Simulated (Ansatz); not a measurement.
Method: PBE, no spin polarisation; PAW, plane waves to 420 eV, 6×6×9 Γ-centred mesh, fermi-dirac occupations (width 0.1 eV) (Ansatz 0.2.0), atoms fixed.

Computed maps in the lattice plane spanned by b (left to right, 6.89 Å, 21 points from zero) and c (bottom to top, 3.56 Å, 11 points from zero), 90° apart, at height 0.000 along a. The fields are smooth PAW ones with compensation charges, not the true ones near nuclei.

Valence density. Digits on a logarithmic scale: 0 up to 0.03 e/Å³, each further digit a factor of 1.6, 9 from 1.3 e/Å³ up:
```
999754434479999755799
998666554468998655689
777789975556665445567
666899997554444444556
556999998544443344555
556999998544443344555
666899997554444444556
777789975556665445567
998666554468998655689
999754434479999755799
999754333489999866799
```

**Question.** The cell is CdCoW. Which atoms lie within 0.2 Å of this plane, and where (fractions of b and c)?

**Answer.** Co at (0.59, 0.00), W at (0.00, 0.00), Cd at (0.25, 0.50). The whole cell:
```yaml
crystal:
  lattice:
    - [3.44454, 5.96612, 0.00000]
    - [-3.44454, 5.96612, 0.00000]
    - [0.00000, 0.00000, 3.55975]
  atoms:
    - { symbol: Co, position: [0.59347, 0.40653, 0.00000] }
    - { symbol: Co, position: [0.40653, 0.00000, 0.00000] }
    - { symbol: Co, position: [0.00000, 0.59347, 0.00000] }
    - { symbol: W, position: [0.00000, 0.00000, 0.00000] }
    - { symbol: W, position: [0.66670, 0.66660, 0.50000] }
    - { symbol: W, position: [0.33330, 0.33340, 0.50000] }
    - { symbol: Cd, position: [0.25365, 0.74635, 0.50000] }
    - { symbol: Cd, position: [0.74635, 0.00000, 0.50000] }
    - { symbol: Cd, position: [0.00000, 0.25365, 0.50000] }
```

Origin: a known structure type with other elements, at an estimated volume, so it need not be a known compound. Caveats: no spin polarisation, so a magnetic state may lie lower; atoms or cell far from equilibrium.
